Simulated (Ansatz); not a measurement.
# Band structure of TaSi

```yaml
crystal:
  lattice:
    - [4.40242, 0.00000, 0.00000]
    - [-2.20121, 3.81261, 0.00000]
    - [0.00000, 0.00000, 4.99112]
  atoms:
    - { symbol: Ta, position: [0.33333, 0.66667, 0.93800] }
    - { symbol: Ta, position: [0.66667, 0.33333, 0.43800] }
    - { symbol: Si, position: [0.33333, 0.66667, 0.43800] }
    - { symbol: Si, position: [0.66667, 0.33333, 0.93800] }
```

Atom numbers follow the list: Ta1, Ta2, Si3, Si4.

The structure comes from a relaxation in the same program, started in the wurtzite type, and has space group P6_3/mmc. Whether it is a known phase or the ground state wasn't checked. The relaxation left the symmetry of that type.

No spin–orbit coupling, which matters for the heavy atoms here.

Theory: DFT, PBE, all-electron LAPW, scalar-relativistic in Ansatz 0.2.0.

Sampling and basis: a Γ-centred 10×10×6 k mesh, Fermi–Dirac smearing of 0.03 eV, basis error target 1 meV/atom, no spin polarisation.

Points in fractions of the reciprocal vectors of this cell: Γ (0, 0, 0), M (0.5, 0, 0), K (0.333, 0.333, 0), A (0, 0, 0.5), L (0.5, 0, 0.5), H (0.333, 0.333, 0.5). The path joins them by straight lines in the order Γ–M–K–Γ–A–L–H–A–L; legs that retrace an earlier one aren't tabulated. Energies are in eV from the Fermi level.

Q: Is there a gap?

A: none: bands cross the Fermi level, a metal.

Q: List the levels between -8 and 5.5 eV at the symmetry points.

A: 
Γ: -7.60, -2.77 (×2), -2.59, -2.48 (×2), -1.08 (×2), -0.13, 1.73 (×2), 2.07, 2.71, 4.83 (×2), 5.36
M: -7.83, -4.05, -2.55, -2.18, -2.14, -2.11, -1.70, -0.48, -0.28, 0.88, 1.05, 2.47, 2.61, 2.91, 2.99, 3.59, 3.67
K: -3.18, -2.72 (×2), -2.28, -2.20 (×2), -1.09, 0.48, 1.10, 1.21 (×2), 2.87, 3.40 (×2), 4.00 (×2)
A: -3.29 (×2), -3.16 (×4), 1.49 (×4), 3.48 (×2), 5.04 (×4)
L: -7.41 (×2), -5.08 (×2), -2.44 (×2), -2.39 (×2), 0.03 (×2), 0.92 (×2), 2.52 (×2), 3.79 (×2)
H: -7.19 (×2), -5.13 (×2), -2.98 (×2), -2.05 (×2), -0.44 (×2), 1.93 (×2), 2.58 (×2), 2.82 (×2)
